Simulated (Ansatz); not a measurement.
Sc₂AlC in space group P6_3/mmc (No. 194; Sc on 4f, Al on 2d, C on 2a) at seven volumes, plane-wave PAW r²SCAN (Ansatz code), shape and atoms relaxed at each. One row is withheld.

```json
[
 {"V (Å³/atom)": "16.034", "P (GPa)": "10.30"},
 {"V (Å³/atom)": "16.562", "P (GPa)": "6.36"},
 {"V (Å³/atom)": "17.091", "P (GPa)": "2.94"},
 {"V (Å³/atom)": "17.619", "P (GPa)": "0.00"},
 {"V (Å³/atom)": "18.148", "P (GPa)": "?"},
 {"V (Å³/atom)": "18.677", "P (GPa)": "-4.73"},
 {"V (Å³/atom)": "19.205", "P (GPa)": "-6.61"}
]
```

Problem. Fit the shown pressures and predict the withheld one.

Solution. P = (3/2)B₀(x^(7/2) − x^(5/2))[1 + (3/4)(B′ − 4)(x − 1)] with x = (V₀/V)^(2/3). Least squares on the six rows gives V₀ = 17.620 Å³/atom, B₀ = 90.9 GPa, B′ = 3.91. At V = 18.148, x = 0.9805 and P = -2.53 GPa. The run itself gave -2.54 GPa.

The first step of the workflow began from a Materials Project structure, measured or hypothetical; the Crystallography Open Database copy checked does not list it. Its standing as an ambient phase is unchecked. Symmetry was held in the r²SCAN relaxation; of distortions, only those at the zone centre were tested. No spin polarisation was allowed.

Potentials: the later of the program's two PAW sets.
